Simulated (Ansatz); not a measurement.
Cs2PdCl4:
```cif
data_Cl4Cs2Pd
_chemical_formula_sum 'Cs2 Pd1 Cl4'
_space_group_name_H-M_alt 'P4/mmm'
_space_group_IT_number 123
_space_group_name_Hall '-P 4 2'
_cell_length_a 7.52687
_cell_length_b 7.52687
_cell_length_c 4.65567
_cell_angle_alpha 90.000
_cell_angle_beta 90.000
_cell_angle_gamma 90.000
loop_
_atom_site_label
_atom_site_type_symbol
_atom_site_symmetry_multiplicity
_atom_site_Wyckoff_symbol
_atom_site_fract_x
_atom_site_fract_y
_atom_site_fract_z
_atom_site_occupancy
Cs1 Cs 2 e 0.00000 0.50000 0.50000 1
Pd1 Pd 1 a 0.00000 0.00000 0.00000 1
Cl1 Cl 4 j 0.21827 0.21827 0.00000 1
```

Relaxed with r²SCAN.

Q: Tabulate the valence density and the electron localisation function along the shortest Cs–Cl contact (3.55 Å), the program Ansatz at the r²SCAN level (PAW).

A: 

```
distance from Cs (Å)  density (e/Å³)   ELF
--------------------  --------------  ----
0.36                            0.50  0.11
0.53                            0.97  0.56
0.71                            1.15  0.82
0.89                            0.95  0.89
1.07                            0.61  0.88
1.24                            0.33  0.79
1.42                            0.17  0.49
1.60                            0.09  0.11
1.78                            0.07  0.04
1.95                            0.08  0.08
2.13                            0.12  0.41
2.31                            0.23  0.74
2.49                            0.44  0.85
2.66                            0.83  0.89
2.84                            1.43  0.89
3.02                            1.86  0.84
3.20                            1.40  0.66
```

The density is the valence pseudo-density with augmentation charge, so density and ELF within about 1 Å of a nucleus are not all-electron values.

The first step of the workflow began from a Materials Project structure, measured or hypothetical; the Crystallography Open Database files this formula in space group No. 123, but the cells were not matched. Its standing as an ambient phase is unchecked. The cell was relaxed with r²SCAN under the symmetry of its start; its stability against distortions is not shown here. The run is not spin-polarised. Spin–orbit coupling is left out wherever it is not named.

Potentials: the later of the program's two PAW sets.
